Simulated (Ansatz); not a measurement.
FeTi₄S₈ in space group P-3m1 (No. 164; Pearson symbol hP13) at seven volumes, plane-wave PAW PBE+D3(BJ) (Ansatz code), shape and atoms relaxed at each. One row is withheld.

```csv
V (Å³/atom),P (GPa)
14.694,9.69
15.179,?
15.663,2.73
16.148,0.00
16.632,-2.30
17.117,-4.26
17.601,-5.89
```

Q: Fit the shown pressures and predict the withheld one.

A: Third-order Birch–Murnaghan: P = (3/2)B₀(x^(7/2) − x^(5/2))[1 + (3/4)(B′ − 4)(x − 1)] with x = (V₀/V)^(2/3). Least squares on the six rows gives V₀ = 16.149 Å³/atom, B₀ = 83.07 GPa, B′ = 4.48. At V = 15.179, x = 1.0422 and P = 5.91 GPa. The run itself gave 5.93 GPa.

The cell is a constructed one: a structure type filled with these elements; neither database checked (COD, Materials Project) lists it. COD files the formula under space group No. 12. Its standing as an ambient phase is unchecked. Symmetry was held in the PBE+D3(BJ) relaxation; whether a distortion lowers the energy is not shown. The workflow began spin-polarised and lost its moments.

Potentials: the later of the program's two PAW sets.
